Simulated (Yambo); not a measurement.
## PbF$_{2}$: sweep of GW parameters

G0W0@PBEsol for PbF2 (fluorite, space group Fm-3m, No. 225) in Yambo. Reference settings: 4×4×4 Γ-centred k mesh, 200 bands and a 8 Ry block in the screening, 200 bands in G with the Bruneval-Gonze terminator, plasmon pole fitted at 27.2 eV. The PBEsol gap W → X on this mesh is 3.94 eV; G0W0 gaps are taken between the same points.

| change from the reference | G0W0 gap W → X (eV) | shift of the valence edge (eV) |
|---|---|---|
| reference settings | 5.90 | -1.38 |
| 96 bands in W | 5.93 | -1.24 |
| pole fitted at 15 eV | 5.82 | -1.27 |
| 78 bands in G, no terminator | 5.69 | -0.78 |

The reference isn't shown to be the converged limit.

The standard potential for Pb keeps a d shell in the valence without the s and p states of that shell. In tests on such compounds this moved G0W0 gaps by up to about 0.9 eV, so absolute quasiparticle energies here are unreliable; differences between settings are what counts.

Spin-orbit coupling is included.

Geometry of the Materials Project entry, not relaxed at this level; primitive cell a = 4.1832 Å, b = 4.1832 Å, c = 4.1832 Å, α = 60.00°, β = 60.00°, γ = 60.00°.

A shift is the quasiparticle energy of the state minus its PBEsol energy.
